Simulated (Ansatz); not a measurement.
BAs in space group P6_422 (No. 181; B on 3c, As on 3d), PBE (plane waves, PAW; program Ansatz). The conduction-band minimum lies at M, with 3 equivalent valleys. Second derivatives d²E/dk² of the lowest band at one valley (eV·Å²), along Cartesian directions:

```csv
direction,d²E/dk²
[100],21.54
[010],23.11
[001],36.82
[110],22.33
[101],29.23
[011],29.75
```

Find the principal effective masses, the density-of-states mass and the conductivity mass.

Off-diagonal terms follow from H_xy = H[110] − (H_xx + H_yy)/2, and m*/mₑ = 7.620 eV·Å² over each eigenvalue: 0.21, 0.33, 0.35. One valley's DOS mass (m₁m₂m₃)^(1/3) = 0.29, conductivity mass 3/(Σ 1/mᵢ) = 0.28 mₑ.

What effective density of states Nc follows at 300 K for parabolic valleys?

Nc = 2.509e19 × 3 × (0.29)^(3/2) ≈ 1.2e19 cm⁻³.

The start of the workflow was typed in or built on a structure type; neither database checked (COD, Materials Project) lists it. It is not the phase usual at ambient conditions (space group No. 216). The cell was relaxed with PBE under the symmetry of its start; whether a distortion lowers the energy is not shown. Its formation energy is positive at this level, so the cell may be metastable or incomplete. Spin–orbit coupling is left out wherever it is not named.

Potentials: the earlier of the program's two PAW sets.

Edges and masses are those of Kohn–Sham bands, whose gap is no quasiparticle gap.
